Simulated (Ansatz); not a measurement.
An Ansatz (a quantum-chemistry and plane-wave program) run. Input:

Ansatz 0.2 input:
```yaml
crystal:
  lattice:
    - [5.4714063835, 0.0, 0.0]
    - [-2.7357031918, 4.7383769226, 0.0]
    - [0.0, 0.0, 4.1871786868]
  atoms:
    - { symbol: Sr, position: [0.6666666667, 0.3333333333, 0.2634665664] }
    - { symbol: Sr, position: [0.3333333333, 0.6666666667, 0.7365334336] }
    - { symbol: Mg, position: [0.0, 0.0, 0.0] }
    - { symbol: H, position: [0.8232715516, 0.6465431033, 0.7652209578] }
    - { symbol: H, position: [0.1767284484, 0.3534568967, 0.2347790422] }
    - { symbol: H, position: [0.3534568967, 0.1767284484, 0.7652209578] }
    - { symbol: H, position: [0.6465431033, 0.8232715516, 0.2347790422] }
    - { symbol: H, position: [0.8232715516, 0.1767284484, 0.7652209578] }
    - { symbol: H, position: [0.1767284484, 0.8232715516, 0.2347790422] }
kpoints:
  mp_grid: { grid: [6, 6, 7] }
hamiltonian:
  xc: r2scan
  pseudopotentials: { kind: paw }
scf:
  occupations: { method: fixed }
checkpoint: { read: static.run }
output: { bader: true, populations: true }
```

Output (shortened):

```
Pseudopotential: Sr, paw, valence charge 10
Pseudopotential: Mg, paw, valence charge 10
Pseudopotential: H, paw, valence charge 1
Functional definition: r2SCAN
Crystal: 9 atoms, lattice volume = 108.555 Å³
Basis set: ecut = 500 eV, 2763 PW (Γ), exchange–correlation on 160×160×128 points (64 copies of the dense FFT grid, shifted against one another)
Bands: 27, of which v1, the nominal top of the filled ones, is band 18 counted from 1 (17 counted from 0)
Symmetry: 12 space group operations
Space group: P-3m1 (ITA 164), of the structure as read, at distance tolerance 4.8e-5 Å
k-points: 37 of 252
Stability of the state it starts from, as read at its close in the unpolarized treatment …
iter 1 solved again at ethr=4.04e-7 eV; its pass at ethr=3.10e-3 eV (dr2=1.45e-4 eV) is discarded
SCF iter   1: F=—  HF=-9137.185296 eV  |F-HF|=—  |Δ(HF+E_count)|=         —  Δρ=8.86e-7  dr2=4.49e-10  dr2_τ=1.88e-10  ethr=4.04e-7  ⟨swp⟩=4.1  Hψ=7248  notcnv=0  defer=254
preconditioner: auto → Resta (q_TF=auto, 2.270 Å⁻¹)
SCF iter   2: F=—  HF=-9137.185295 eV  |F-HF|=—  |Δ(HF+E_count)|=   8.02e-7  Δρ=5.13e-7  dr2=1.50e-10  dr2_τ=2.09e-10  ethr=1.25e-12  ⟨swp⟩=15.2  Hψ=7781  notcnv=0
SCF iter   3: F=-9137.185295 eV  HF=-9137.185295 eV  |F-HF|=1.64e-11  |Δ(HF+E_count)|=  2.00e-11  Δρ=3.28e-7  dr2=6.35e-11  dr2_τ=3.02e-11  ethr=1.00e-12  ⟨swp⟩=1.0  Hψ=2019  notcnv=0
SCF 1 converged in 3 iterations: F = -9137.185295 eV  dr2 = 6.35e-11
SCF converged after 3 iterations
Free energy (F): -9137.185295 eV
Harris-Foulkes:  -9137.185295 eV  (|F-HF|=1.64e-11)
Internal energy: -9137.185295 eV  (E = F + TS)
E sigma→0 (E₀):  -9137.185295 eV
Fermi energy:    5.119073 eV
--- Per-component energies (eV) ---
  E_band       = -589.772892
  E_kinetic    = 650.941186
  E_local      = -3019.856691  (includes V_loc(G=0)·N_el)
  E_nonlocal   = 505.792666
  E_hartree    = 926.018409
  E_xc         = -411.759936
  E_vxc        = -473.405338  (∫ρ·V_xc dr)
  E_paw        = -5729.978899  (= ΣΔE_a)
  E_vpaw       = -129.352193  (= ΣTr[D̂ρ^β])
  E_aug_tail   = -0.002685  (compensation charges beyond the density's cutoff)
  E_vtau       = 24.073570  (kinetic-family band-sum trace: ∫τ·v_τ [+ j·A + Jᵃ·Aᵃ] dr)
  E_ewald      = -2058.021063
  E_core_change = -0.318281  (= ΣΔE_core)
  E_smearing   =  0.000000  (= −TS)
  E_closure    = 0.000000  (closes the sum)
  Σ components = -9137.185295   (vs F -9137.185295, Δ=0.00e0)
  [band-id]    e_kinetic+e_local+e_nonlocal+2·e_hartree+e_vxc+e_vpaw+e_augmentation_tail+e_vtau = -589.772667   (vs E_band -589.772892, Δ=2.25e-4)
--- Band table (eV; the first three rows and the last of 37) ---
  k-point 0: bands = ["-71.6274", "-36.7472", "-36.7264", "-36.7264", "-30.0649", "-29.9929", "-11.6347", "-11.6347", "-11.4459", "-11.3643", "-11.3643", "-11.2228", "-1.0623", "2.5652", "2.5652", "2.6518", "4.7251", "4.7251", "8.4532", "10.3239", "10.3239", …
  k-point 1: bands = ["-71.6274", "-36.7473", "-36.7264", "-36.7264", "-30.0600", "-29.9949", "-11.6174", "-11.6174", "-11.4703", "-11.3725", "-11.3725", "-11.2717", "-0.8552", "2.5902", "2.5902", "2.6035", "4.4869", "4.4869", "8.7401", "10.2964", "10.2964", …
  k-point 2: bands = ["-71.6274", "-36.7475", "-36.7264", "-36.7264", "-30.0473", "-30.0013", "-11.5714", "-11.5714", "-11.5189", "-11.3980", "-11.3980", "-11.3847", "-0.2907", "2.3135", "2.6835", "2.6835", "3.9631", "3.9631", "9.5548", "10.0693", "10.3504", …
  k-point 36: bands = ["-71.6274", "-36.7476", "-36.7264", "-36.7264", "-30.0212", "-30.0212", "-11.6995", "-11.6995", "-11.5540", "-11.4411", "-11.2993", "-11.2993", "1.3152", "2.4383", "2.4383", "2.7081", "3.3381", "3.3381", "9.3659", "9.8116", "10.0611", …
--- Löwdin populations: 9 sites ---
  site symbol       q [e]
     0     Sr      8.4029
     1     Sr      8.4029
     2     Mg      8.5742
     3      H      1.6875
     4      H      1.6875
     5      H      1.6875
     6      H      1.6875
     7      H      1.6875
     8      H      1.6875
  spilling = 0.013759 (of n_electrons = 36.000000)
--- Bader charges: 9 sites ---
  site symbol  charge [e]  shift [e]
     0     Sr      1.4886     0.0000
     1     Sr      1.4886     0.0000
     2     Mg      1.6503     0.0017
     3      H     -0.7713     0.0003
     4      H     -0.7712     0.0003
     5      H     -0.7712     0.0003
     6      H     -0.7713     0.0003
     7      H     -0.7713     0.0003
     8      H     -0.7713     0.0003
  shift: an alarm, by how much a part of what the PAW files miss would move the charge. Where it is large, compare
  with a run on PAW files of another source; a small one proves nothing
  estimated error of the sums over rays = 2.5e-4 e
```

Cost: around 50 core-seconds (rough) on shared cores.

The workflow started from a Materials Project entry (that database holds measured and hypothetical structures alike); the Crystallography Open Database copy checked does not list it. Its standing as an ambient phase is unchecked. Symmetry was held in the r²SCAN relaxation; whether a distortion lowers the energy is not shown. Scalar-relativistic: spin–orbit coupling is off unless named, which matters more the heavier the elements.

Potentials: the later of the program's two PAW sets.

Ansatz is a plane-wave DFT program.
